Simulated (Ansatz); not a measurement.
CsPbBr₃:
```
CsPbBr3
1.0
    8.39182     0.00000     0.00000
    0.00000    11.64117     0.00000
    0.00000     0.00000     7.97924
Cs Pb Br
4 4 12
Cartesian
  3.63082   2.91029   7.80558
  7.82673   2.91029   4.16329
  4.76101   8.73087   0.17367
  0.56510   8.73087   3.81596
  0.00000   0.00000   0.00000
  4.19591   5.82058   3.98962
  0.00000   5.82058   0.00000
  4.19591   0.00000   3.98962
  0.09864   2.91029   0.59252
  4.29455   2.91029   3.39710
  8.29319   8.73087   7.38672
  4.09727   8.73087   4.58214
  2.50129   6.26961   1.57442
  6.69720  11.19214   2.41520
  5.89053   0.44903   6.40482
  1.69462   5.37155   5.56404
  5.89053   5.37155   6.40482
  1.69462   0.44903   5.56404
  2.50129  11.19214   1.57442
  6.69720   6.26961   2.41520
```

Relaxed with PBEsol. Special points in fractions of this cell's reciprocal vectors: Γ (0.000, 0.000, 0.000); X (0.500, 0.000, 0.000); S (0.500, 0.500, 0.000); Y (0.000, 0.500, 0.000); Z (0.000, 0.000, 0.500); U (0.500, 0.000, 0.500); R (0.500, 0.500, 0.500); T (0.000, 0.500, 0.500).

List the band energies nearest the valence-band maximum at these points for PBEsol in the plane-wave PAW code Ansatz.

In eV from the valence-band maximum; about four levels below and three above (degenerate sets whole), none deeper than 8.9 eV; points with the same levels are listed once.

```csv
k,below,above
Γ,-1.29 -1.12 -0.64 0.00,1.85 1.95 2.04
X,-1.27 -1.27 -0.83 -0.83,2.30 2.30 3.44 3.44
S,-1.22 -1.22 -1.22 -1.22,3.57 3.57 3.57 3.57
Y,-1.31 -1.31 -0.49 -0.49,2.07 2.07 2.27 2.27
Z,-1.39 -1.39 -0.89 -0.89,2.30 2.30 3.48 3.48
U,-1.18 -1.18 -0.62 -0.62,2.28 2.28 2.33 2.33
R,-1.06 -1.06 -1.06 -1.06,2.52 2.52 2.52 2.52
T,-1.35 -1.35 -1.35 -1.35,3.53 3.53 3.57 3.57
```

Space group Pnma. Symmetry was held in the PBEsol relaxation. Scalar-relativistic: spin–orbit coupling is off unless named, which matters more the heavier the elements.

Potentials: the later of the program's two PAW sets.
